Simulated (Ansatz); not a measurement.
## SrBe2Zn2, a known structure type with other elements, at an estimated volume

```
CELL_PARAMETERS angstrom
1.98272 3.43418 0.00000
-1.98272 3.43418 0.00000
0.00000 0.00000 6.79942
ATOMIC_POSITIONS crystal
Zn 0.33330 0.33340 0.63110
Zn 0.66670 0.66660 0.36890
Sr 0.00000 0.00000 0.00000
Be 0.33330 0.33340 0.26880
Be 0.66670 0.66660 0.73120
```

The numbers come from plane-wave PAW DFT (Ansatz): PBE, no spin polarisation, 420 eV, 10×10×5 Γ-centred k points, fermi-dirac occupations (width 0.1 eV). Nothing was relaxed.

**Charges.** Bader charges in e: Sr +1.14, Be +0.27, Zn -0.84. In the mean Sr gives up most and Zn takes most.
**Electronic structure.** It is a metal, with about 3.2 states/eV a cell as the mean within 0.25 eV of the Fermi level.
**Forces.** The largest is on Be4 (and as large on other atoms): 1.24 eV/Å, components (0.00, 0.00, 1.24). It makes 73° with the line to a nearest neighbour, Zn2 at 2.39 Å.
**Formation energy.** 0.43 eV an atom against the elements' usual phases (free molecules for gases, crystals otherwise, with no correction for O₂ or N₂), so at this geometry it isn't bound against them. Relaxing would lower it.

Origin: a known structure type with other elements, at an estimated volume, so it need not be a known compound.
